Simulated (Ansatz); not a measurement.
## Fields on a plane of TaAs (NbAs type, space group I4_1md)

```
CELL_PARAMETERS angstrom
     -1.72095     1.72095     5.85613
      1.72095    -1.72095     5.85613
      1.72095     1.72095    -5.85613
ATOMIC_POSITIONS crystal
  Ta 0.99928 0.99928 0.00000
  Ta 0.74928 0.24928 0.50000
  As 0.41672 0.41672 0.00000
  As 0.16672 0.66672 0.50000
```

The slice is a (100) plane (indices of the conventional cell) through the point (0.167, 0.667, 0.500) (fractional), spanned by u = [101] and v = [110] in vectors of this cell: u (3.44 Å) and v (11.71 Å, at 90° to u). It covers one period; positions are fractions (u, v).

Atoms on it: Ta at (0.50, 0.33); Ta at (0.00, 0.58); As at (0.50, 0.75); As at (0.00, 0.00).

Calculation: r2SCAN (plane waves to 500 eV, PAW, scalar-relativistic; Ansatz, a quantum-chemistry and plane-wave program). k mesh 19×19×19. Near the nuclei the fields are pseudised (PAW); where an atom keeps semicore shells as valence, they peak there. At this level the bands of TaAs touch or barely overlap. Spin-orbit coupling is left out, though Ta is heavy. TaAs is run without spin polarisation. TaAs was relaxed with its symmetry unable to fall.

```
|6644221100112244|
|2222110000001122|
|1111111122111111|
|1122334466443322|
|1122337799773322|
|1122334466443322|
|5544222222222244|
|6666442211224466|
|6666331111113366|
|3322111111111122|
|1111111111111111|
|1111224455442211|
|1111446666664411|
|1111336666663311|
|1111112233221111|
|0000001111110000|
|0000001111110000|
|2211111111111111|
|6644332211223344|
|9977332211223377|
```
Scale: ten equal steps from -1.14 (start of '0') to 1.53 (end of '9'), in the order '0123456789'. Values: log₁₀ of the valence density in e/Å³. The map has 8 points along u (two characters each, u = 0 at the left) and 20 along v (v = 0 in the bottom row). The scale is logarithmic, as a density can span decades between atoms and voids.

```
|xx #@# x|
|-=#@@@#=|
|*#*=-=*#|
|*+ xxx +|
|#+xxxxx+|
|-- xxx -|
|xx :-: x|
|xxx:*:xx|
|xxx:*:xx|
|x .*#*. |
|%##=-=##|
|@# xxx #|
|#:xxxxx:|
|#-xxxxx-|
|%#: x :#|
|@@@%%%@@|
|@@@@@@@@|
|-+#%#%#+|
|xx *#* x|
|xxx+%+xx|
```
Scale: ten equal steps from 2.00 (start of ' ') to 10.75 (end of '@'), in the order ' .:-=+*#%@'. Values: electrostatic potential energy of an electron, from the cell's mean, in eV. The map has 8 points along u (one character each, u = 0 at the left) and 20 along v (v = 0 in the bottom row). Points within 1 Å of a nucleus are blanked (x), as the pseudised field means little there. Values under 2 eV are set to 2. The zero, the cell's mean, hangs on the PAW cores.
